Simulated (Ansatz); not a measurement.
## VO2, first-principles data

VO₂:
```xyz
6
Lattice="4.5357 0.0000 0.0000 0.0000 4.5357 0.0000 0.0000 0.0000 2.8030" Properties=species:S:1:pos:R:3 pbc="T T T"
V      0.0000     0.0000     0.0000
V      2.2679     2.2679     1.4015
O      1.3563     1.3563     0.0000
O      3.6241     0.9116     1.4015
O      0.9116     3.6241     1.4015
O      3.1795     3.1795     0.0000
```
The run is spin-polarised; directions of the spins, atom by atom: ↑ ↑ 0 0 0 0.

Space group P4_2/mnm (No. 136), rutile; conventional cell a = 4.536 Å, b = 4.536 Å, c = 2.803 Å, α = 90.00°, β = 90.00°, γ = 90.00°.

Method: plane-wave PAW PBEsol (Ansatz code). Geometry: relaxed at this level of theory. Other levels are named where they apply.

### Cell and energy

```yaml
volume_per_atom: 9.61 Å³
density: 4.78 g/cm³
Formation energy from the elements (no fitted shifts): -2.39 eV/atom
```

### Electronic structure

```yaml
electronic_character: metallic (no gap)
Density of states at the Fermi level: 0.48 states/eV per atom (mean over ±0.08 eV)
```

### Magnetism

```yaml
magnetic_order: ferromagnetic
net_moment: 0.33 μB per atom
```

### Mechanics

```yaml
Bulk modulus (Birch–Murnaghan fit): 243 GPa
Pressure derivative B′: 4.9
```

### Charges

```yaml
bader_charges: V +2.09, O -1.05 e
```

This is a known high-temperature phase of the composition, computed here at zero pressure and temperature. The PBEsol relaxation kept the symmetry of its start; whether a distortion lowers the energy is not shown. Magnetic state: ferromagnetic, chosen from 5 collinear starts compared on coarse meshes (ties went to the first, and starts can fall back to one state), not a proven ground state. No Hubbard U is applied. The compound may be a true metal, but semilocal functionals without U, or a wrong spin order, can also close a gap. The references are the lowest solids computed at this level, not always the standard phases (solids in place of the gases).

Potentials: the later of the program's two PAW sets.
